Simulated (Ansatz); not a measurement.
The elements of this relaxed trial crystal are hidden behind letters.

```
lattice vectors (Å)
  -3.2344    3.2344    3.2344
   3.2344   -3.2344    3.2344
   3.2344    3.2344   -3.2344
fractional positions
X 0.0000 0.5000 0.5000
X 0.5000 0.0000 0.5000
X 0.5000 0.5000 0.0000
Z 0.5000 0.5000 0.5000
Z 0.0000 0.0000 0.5000
Z 0.0000 0.5000 0.0000
Z 0.5000 0.0000 0.0000
```

Computed with Ansatz 0.2.0, DFT PBE, scalar-relativistic, plane waves, PAW. The final run on the 7-atom cell used 420 eV, a Γ-centred 8×8×8 mesh, 0.10 eV smearing and no spin polarisation.

* Space group: Im-3m (No. 229)
* Conventional cell: a = 6.469 Å
* Volume per atom: 19.34 Å³
* Density: 4.25 g/cm³
* Energy over the elements: +0.29 eV/atom
* Gap on the 8×8×8 mesh of the 7-atom cell: 0 eV (a metal)

Energies are uncorrected and count from the elements' standard states at the same level.

**Question.** X is a p-block element of period 4 and Z is a p-block element of period 3. Which elements are they?

**Answer.** X = Ge, Z = S, so the formula is Ge3S4. Density times volume gives a mean mass of 4.25 × 19.34/1.6605 = 49.5 u per atom, and this set has 49.4 u. Ge is surrounded by 8 S at 2.80 Å and 4 Ge at 3.23 Å; S is surrounded by 6 Ge at 2.80 Å and 6 S at 3.23 Å. Other sets within the hints have nearly the same mass, so mass alone doesn't settle it; this one was computed.

Symmetry constrained the relaxation, so the result can be a saddle point.
